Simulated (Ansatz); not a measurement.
Bond compression in W (diamond type)

```yaml
crystal:
  lattice:
    - [0.00000, 2.72259, 2.72259]
    - [2.72259, 0.00000, 2.72259]
    - [2.72259, 2.72259, 0.00000]
  atoms:
    - { symbol: W, position: [0.87500, 0.87500, 0.87500] }
    - { symbol: W, position: [0.12500, 0.12500, 0.12500] }
```

This is a prototype cell at a chosen volume, and whether it is the ground state is a separate question.

Its shortest bond, of 2.358 Å between atom 1 (W) and the nearest image of atom 2 (W), is scaled by moving both atoms along it, with the cell held. The force apart is half the difference of the two atoms' forces along the bond; it holds the pull and push of their other neighbours too.

All numbers are PBEsol results (scalar-relativistic) from Ansatz 0.2.0, with a Γ-centred 10×10×10 k mesh, Fermi–Dirac smearing of 0.05 eV, no spin polarisation. Methods: LAPW: all electrons, basis error target 1 meV/atom; PAW: frozen-core files, cutoff 420 eV.

Energies are extrapolated to zero smearing and count from the unscaled cell; pressure is positive in compression; gaps take the mesh and a band path. No temperature or zero-point motion is included.

Spin–orbit coupling is left out, which matters for the heavy atoms. The PAW files were made under PBE.

```
bond (Å)  force apart (eV/Å)  P LAPW (GPa)  ΔE LAPW (eV/atom)  P PAW − LAPW (GPa)  ΔE PAW − LAPW (meV/atom)  force PAW − LAPW (eV/Å)
   2.358                0.00          29.4              0.000                0.16                       0.0                    0.000
   2.216                1.97             ?              0.056                0.16                       0.2                    0.005
   2.075                6.12          34.3                  ?                0.10                      -0.1                   -0.022
```

(1) Give the missing entry: row "2.216", column "P LAPW (GPa)".

(2) Give the missing entry: row "2.075", column "ΔE LAPW (eV/atom)".

## Answers

(1) 30.2.

(2) 0.327.
